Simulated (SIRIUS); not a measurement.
A self-consistent single point of TiSi2 (P-1, 6 atoms in the cell; from Materials Project mp-2582, changed as shown) with SIRIUS.

Method: PBEsol, GBRV PBEsol ultrasoft pseudopotentials (plane waves; SIRIUS).

The change in words: lattice vector c scaled by 0.99. Reference geometry (Fddd):
```yaml
crystal:
  lattice:
    - [0.00000, 4.11752, 4.26290]
    - [2.38951, 0.00000, 4.26290]
    - [2.38951, 4.11752, 0.00000]
  atoms:
    - { symbol: Ti, position: [0.50000, 0.50000, 0.50000] }
    - { symbol: Ti, position: [0.75000, 0.75000, 0.75000] }
    - { symbol: Si, position: [0.83743, 0.16257, 0.83743] }
    - { symbol: Si, position: [0.16257, 0.83743, 0.16257] }
    - { symbol: Si, position: [0.41257, 0.08743, 0.41257] }
    - { symbol: Si, position: [0.08743, 0.41257, 0.08743] }
```

Reference input (self-consistent single point, DFT, PBEsol, plane waves, GBRV PBEsol ultrasoft pseudopotentials): parameters.ngridk = 6 6 6; parameters.xc_functionals = [XC_GGA_X_PBE_SOL, XC_GGA_C_PBE_SOL]; parameters.gk_cutoff = 6.325 1/bohr; parameters.pw_cutoff = 14.143 1/bohr; parameters.smearing = cold; parameters.smearing_width = 0.00367493 Ha; potentials = GBRV PBEsol ultrasoft pseudopotentials; parameters.electronic_structure_method = pseudopotential; parameters.num_bands = 24; parameters.num_mag_dims = 0; parameters.num_dft_iter = 100; parameters.energy_tol = 1e-07 Ha. This run's input differs from it in these lines:

```diff
@@ -34,3 +34,3 @@
       [4.5155194721, 0.0, 8.0557134967],
-      [4.5155194721, 7.780975664, 0.0]
+      [4.4703644663, 7.7031661909, 0.0]
     ],
```

Log, with long lists cut:

```
[find] density tolerance         : 1e-06
[find] total energy tolerance    : 1e-07
[find] iter_solver_tol (initial) : 0.01
[find] iter_solver_tol (target)  : 1e-13
[find] num_dft_iter              : 100
Charges and magnetic moments
--------------------------------------------------------------------------------
total charge          : 40.000000
[find] | SCF iteration   0 out of 100|
[diagonalize] iterative solver tolerance (occupied, empty): 0.01 0.01
[diagonalize] average number of iterations: 2.10714
[find_efermi_generic] Newton iteration converged after 3 steps
[find] Charges and magnetic moments
[find] total charge          : 40.000000
[find] Energy
[find] smearing (-TS)                 :      -0.00006563
[find] Total energy                   :    -138.39436049 (Ha),    -276.78872097 (Ry)
[find] Free energy (E-TS)             :    -138.39442612 (Ha),    -276.78885224 (Ry)
[find] band gap (eV)                  :       0.00000000
[find] Efermi                         :       0.48832117
[find] iteration : 0, RMS (target) : 3.2324e-01 (1.0000e-06) , energy difference (target) : -1.3839e+02 (1.0000e-07)
[find] bands are converged : true
[find] iterative solver converged : false
[find] | SCF iteration   1 out of 100|
[diagonalize] iterative solver tolerance (occupied, empty): 0.000261203 0.000261203
   [... lines left out ...]
[find] Charges and magnetic moments
[find] Free energy (E-TS)             :    -138.40985869 (Ha),    -276.81971739 (Ry)
[find] band gap (eV)                  :       0.00000000
[find] Efermi                         :       0.47139638
[find] Charges and magnetic moments
[find] Free energy (E-TS)             :    -138.41296202 (Ha),    -276.82592404 (Ry)
[find] band gap (eV)                  :       0.00000000
[find] Efermi                         :       0.46655161
[find] Charges and magnetic moments
[find] Free energy (E-TS)             :    -138.41376495 (Ha),    -276.82752990 (Ry)
   [... lines left out ...]
[ground_state] atom:    1, force:       0.0005636      0.0004260     -0.0012619
[ground_state] atom:    2, force:      -0.0003266     -0.0021007      0.0002485
[ground_state] atom:    3, force:      -0.0002262      0.0017990      0.0006775
[ground_state] atom:    4, force:       0.0003266      0.0021007     -0.0002485
[ground_state] atom:    5, force:       0.0002262     -0.0017990     -0.0006775
```

The run converged in 17 iterations. SIRIUS prints the stress tensor with tension positive. Against the reference run the free energy is nearly the same (within 1 meV/atom), the pressure goes from -2.03 to -0.63 GPa and the largest force goes from 0.099 to 0.110 eV/Å.

The structure comes from a collection of computed structures, made at another level of theory; the collection holds predicted forms beside known ones. No clean gap shows at this smearing width and mesh (spacing up to 0.28 Å⁻¹); the mesh is coarse for partly filled bands, so the values carry mesh errors.

Cost on one core: roughly 5 core-minutes.
